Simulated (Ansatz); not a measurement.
Cd$_{2}$SnO$_{4}$:
```
CELL_PARAMETERS angstrom
      5.57059     0.00000     0.00000
      0.00000     9.92991     0.00000
      0.00000     0.00000     3.19931
ATOMIC_POSITIONS crystal
  Cd 0.06037 0.32358 0.50000
  Cd 0.93963 0.67642 0.50000
  Cd 0.56037 0.17642 0.50000
  Cd 0.43963 0.82358 0.50000
  Sn 0.00000 0.00000 0.00000
  Sn 0.50000 0.50000 0.00000
  O  0.13494 0.80678 0.00000
  O  0.86506 0.19322 0.00000
  O  0.63494 0.69322 0.00000
  O  0.36506 0.30678 0.00000
  O  0.26296 0.53913 0.50000
  O  0.73704 0.46087 0.50000
  O  0.76296 0.96087 0.50000
  O  0.23704 0.03913 0.50000
```

DFT-PBEsol in the program Ansatz with PAW potentials gives a gap of 0.48 eV without spin–orbit coupling, maximum on the T–Z line, 51 % of the way from T, minimum at Γ.

**Question.** What happens when spin–orbit coupling is switched on?

**Answer.** The gap hardly moves, to 0.48 eV; maximum on the T–Z line, 49 % of the way from T, minimum at Γ.

**Question.** Give the electron effective mass with spin–orbit coupling.

**Answer.** 0.13, 0.14, 0.15 mₑ (principal values).

Space group Pbam. The first step of the workflow began from a Materials Project structure, measured or hypothetical; the Crystallography Open Database files this formula in space group No. 55, but the cells were not matched. Whether it is the stable phase at ambient conditions was not checked. Symmetry was held in the PBEsol relaxation; its stability against distortions is not shown here.

Potentials: the later of the program's two PAW sets.
